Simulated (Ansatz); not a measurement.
## Comparing deformations in YSb

Computed with DFT r2SCAN, scalar-relativistic, plane waves, PAW in Ansatz 0.2.0. Cutoff 500 eV, Γ-centred 14×14×14 k-points, Gaussian smearing of 0.15 eV. No spin polarisation. Energies are free energies at this smearing, counted from the undisturbed cell; pressure is positive in compression.

Zero of the scan (as given, not relaxed at this level; it stands at 0.6 GPa, and it needn't be the usual structure):

```xyz
2
Lattice="0.0000 3.0950 3.0950 3.0950 0.0000 3.0950 3.0950 3.0950 0.0000" Properties=species:S:1:pos:R:3 pbc="T T T"
Y     3.0950    3.0950    3.0950
Sb    0.0000    0.0000    0.0000
```

The cell is strained by ε times a Voigt pattern (xx, yy, zz, yz, xz, xy; engineering shear) with fractional coordinates fixed. τ = (1/V0) dE/dε comes from the stress tensor. Of each scan, only the three points used here are listed.

```
            pattern        ε  τ (GPa)
(1, -1, 0, 0, 0, 0)  -0.0075    -2.08
(1, -1, 0, 0, 0, 0)   0.0000     0.00
(1, -1, 0, 0, 0, 0)   0.0075     2.08
 (1, 1, 0, 0, 0, 0)  -0.0250   -11.29
 (1, 1, 0, 0, 0, 0)   0.0000    -1.20
 (1, 1, 0, 0, 0, 0)   0.0250     6.58
 (0, 0, 1, 0, 0, 0)  -0.0250    -5.19
 (0, 0, 1, 0, 0, 0)   0.0000    -0.60
 (0, 0, 1, 0, 0, 0)   0.0250     2.80
 (0, 0, 0, 0, 1, 0)  -0.0075   -0.217
 (0, 0, 0, 0, 1, 0)   0.0000    0.000
 (0, 0, 0, 0, 1, 0)   0.0075    0.217
```

Question: Which constants do the scans give, and which deformation costs least for the same size of strain tensor?

Answer: The slope dτ/dε at zero (parabola through three points) is pᵀCp: (1, -1, 0, 0, 0, 0) gives 2(C11 − C12) = 277 GPa; (1, 1, 0, 0, 0, 0) gives 2(C11 + C12) = 358 GPa; (0, 0, 1, 0, 0, 0) gives C11 = 160 GPa; (0, 0, 0, 0, 1, 0) gives C44 = 28.9 GPa. The size of the strain tensor, ε:ε, is ε² times 2.0, 2.0, 1.0, 0.5. Per unit of it the stiffnesses are 139, 179, 160, 57.8 GPa, so (0, 0, 0, 0, 1, 0) is the softest of these: at ε:ε = (1 %)² the quadratic term costs 0.53 meV/atom against 1.65 for the stiffest. The starting stress shifts them by about its own size.

Question: What else follows for this cubic crystal?

Answer: From the unrounded slopes C11 = 159.8 and C12 = 19.0 GPa, so B = (C11 + 2 C12)/3 = 66 GPa and the Poisson ratio for a pull along a cube edge is C12/(C11 + C12) = 0.11. Symmetry also asks 2(C11 − C12) = 282 GPa, against 277 from its own scan.

Question: How anisotropic is this cubic crystal?

Answer: Zener's ratio 2 C44/(C11 − C12) = 0.42; it is 1 for an isotropic solid.

In a metal these slopes depend on the k mesh and the smearing.